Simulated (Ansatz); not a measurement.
SnO2:
```
SnO2
1.0
    4.72016     0.00000     0.00000
    0.00000     4.72016     0.00000
    0.00000     0.00000     3.18872
Sn O
2 4
Cartesian
  2.36008   2.36008   1.59436
  0.00000   0.00000   0.00000
  0.91536   3.80480   1.59436
  3.80480   0.91536   1.59436
  3.27544   3.27544   0.00000
  1.44472   1.44472   0.00000
```

x, y and z are the axes in which the lattice vectors are written.

Give the high-frequency dielectric tensor and the Born effective charge tensors of the independent atoms from DFPT, DFT-LDA in the program Ansatz with PAW potentials.


ε∞:
```
4.43  0.00  0.00
0.00  4.43  0.00
0.00  0.00  4.76
```
Z* of atom 1 (Sn), rows: field, columns: displacement, in e:
```
 4.12  -0.45   0.00
-0.45   4.12   0.00
 0.00   0.00   4.53
```
Z* of atom 3 (O), rows: field, columns: displacement, in e:
```
-2.06   0.73   0.00
 0.73  -2.06   0.00
 0.00   0.00  -2.27
```

Space group P4_2/mnm (rutile). The LDA relaxation kept the symmetry of its start. Scalar-relativistic: spin–orbit coupling is off unless named, which matters more the heavier the elements.

Potentials: the earlier of the program's two PAW sets. The files were generated under PBE; for other functionals the program regenerates the frozen cores, and for LDA and PBEsol the local potential too.
